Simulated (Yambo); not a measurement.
Yambo input for BeSe (zinc blende, space group F-43m, No. 216) under isotropic strain of +1 % on all lattice vectors (a = 3.664 Å, b = 3.664 Å, c = 3.664 Å, α = 60.00°, β = 60.00°, γ = 60.00°), on PBE (stringent potentials; pw.x of Quantum ESPRESSO, ONCV potentials, without SOC) wavefunctions on a 18×18×18 mesh:

```
optics
chi
dipoles
kernel
FFTGvecs= 40 Ry
Chimod= "HARTREE"
NGsBlkXd= 4 Ry
% QpntsRXd
 1 | 1 |
%
% BndsRnXd
 11 | 33 |
%
GrFnTpXd= "R"
% EnRngeXd
 0.0 | 20.0 | eV
%
% DmRngeXd
 0.2 | 0.2 | eV
%
CGrdSpXd= 50
ETStpsXd= 161
% LongDrXd
 1.0 | 0.0 | 0.0 |
%
% XfnQP_E
 1.263 | 1.0 | 1.0 |
%
```

First lines of the file o-*.eps_q1_inv_rpa_dyson:

```
Absorption @ Q(1):   1.00000000     0.00000000     0.00000000    [q->0 direction]
#
# [ X ] Hartree size     :   51
# [GEN] GF Energies     : Perdew, Burke & Ernzerhof(X)+Perdew, Burke & Ernzerhof(C)+ user defined corrections @E
# [GEN] Green`s Function     : Retarded
#
# [GEN] Gauge     : Length
# [GEN] [r,Vnl] included     : yes
#
#    E[1] [eV]     Im(eps)     Re(eps)     Im(eps_o)     Re(eps_o)
#
     0.000000     0.21299E-14     4.944298     0.90426E-18     5.617638
     0.125000     0.003001     4.945233     0.003744     5.618804
     0.250000     0.006013     4.948041     0.007501     5.622307
     0.375000     0.009044     4.952731     0.011283     5.628158
     0.500000     0.012105     4.959320     0.015104     5.636378
     0.625000     0.015206     4.967827     0.018977     5.646994
     0.750000     0.018358     4.978283     0.022917     5.660043
     0.875000     0.021573     4.990721     0.026937     5.675570
     1.000000     0.024862     5.005185     0.031052     5.693631
     1.125000     0.028238     5.021724     0.035280     5.714289
     1.250000     0.031713     5.040396     0.039638     5.737620
     1.375000     0.035304     5.061267     0.044144     5.763709
     1.500000     0.039024     5.084413     0.048819     5.792655
     1.625000     0.042891     5.109920     0.053684     5.824568
     1.750000     0.046924     5.137885     0.058765     5.859574
     1.875000     0.051143     5.168415     0.064087     5.897815
     2.000000     0.055571     5.201634     0.069680     5.939449
     2.125000     0.060233     5.237677     0.075579     5.984653
     2.250000     0.065157     5.276699     0.081819     6.033628
     2.375000     0.070375     5.318870     0.088442     6.086596
     2.500000     0.075924     5.364383     0.095496     6.143808
     2.625000     0.081843     5.413454     0.103036     6.205548
     2.750000     0.088181     5.466326     0.111122     6.272131
     2.875000     0.094990     5.523272     0.119827     6.343917
     3.000000     0.102334     5.584602     0.129232     6.421309
     3.125000     0.110285     5.650665     0.139434     6.504768
     3.250000     0.118929     5.721860     0.150547     6.594815
     3.375000     0.128367     5.798641     0.162704     6.692049
     3.500000     0.138718     5.881528     0.176063     6.797153
     3.625000     0.150127     5.971122     0.190817     6.910919
     3.750000     0.162769     6.068117     0.207198     7.034264
     3.875000     0.176858     6.173326     0.225489     7.168257
     4.000000     0.192661     6.287701     0.246043     7.314158
```
(The file goes on to the top of the energy range.) Convergence of the RPA response with its 18×18×18 mesh was not tested. The scissor comes from a G0W0 run whose convergence isn't established.

Geometry strained from the cell relaxed with PBEsol, atoms relaxed again.
